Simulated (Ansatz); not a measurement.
A relaxed structure of TiO$_{2}$. Calculation: PBEsol (plane waves to 420 eV, PAW, scalar-relativistic; Ansatz, an electronic-structure program).

```xyz
12
Lattice="4.7807 0.0000 0.0000 0.0000 4.8618 0.0000 -0.8744 0.0000 4.9253" Properties=species:S:1:pos:R:3 pbc="T T T"
Ti     1.1453     0.2673     1.0521
Ti     3.1983     2.6982     1.4106
Ti     2.7611     4.5945     3.8733
Ti     0.7081     2.1636     3.5147
O      0.0087     1.5947     1.7072
O      4.3348     4.0256     0.7555
O      3.8976     3.2672     3.2181
O     -0.4284     0.8363     4.1698
O      1.7114     3.6883     2.3121
O      2.6321     1.2574     0.1506
O      2.1950     1.1735     2.6133
O      1.2742     3.6045     4.7747
```

**Question.** Find the space group and the Wyckoff positions (tolerance 0.01 Å).

**Answer.** Space group P2₁/c (No. 14); a = 4.781 Å, b = 4.862 Å, c = 5.002 Å, α = γ = 90.00°, β = 100.07°

```
atom  site  symmetry       x       y       z
----  ----  --------  ------  ------  ------
Ti      4e         1  0.2786  0.0550  0.2136
O       4e         1  0.0652  0.3280  0.3466
O       4e         1  0.5562  0.2586  0.0306
```

This is the AFLOW prototype A2B_mP12_14_2e_e (C43, as in ZrO2).

**Question.** Give the shortest distances between elements (the closest pairs, up to four, under 3.6 Å).

**Answer.** O–Ti 1.87 Å; O–O 2.40 Å; Ti–Ti 3.14 Å.

The volume per atom comes out as 9.54 Å³ and the band gap comes out as 2.25 eV, indirect (valence top at Γ, conduction bottom at Y2) (no spin-orbit coupling). The smallest direct gap is 2.33 eV at k = (-0.5, 0, 0.1667).

No spin polarisation in the result.

The run could not lose the symmetry of its start.

The first start was generated by placing the elements on the sites of a structure type. A measured structure of TiO2 has the same space group, P2₁/c (No. 14); the sites were not compared with it. Another known form has space group No. 61.
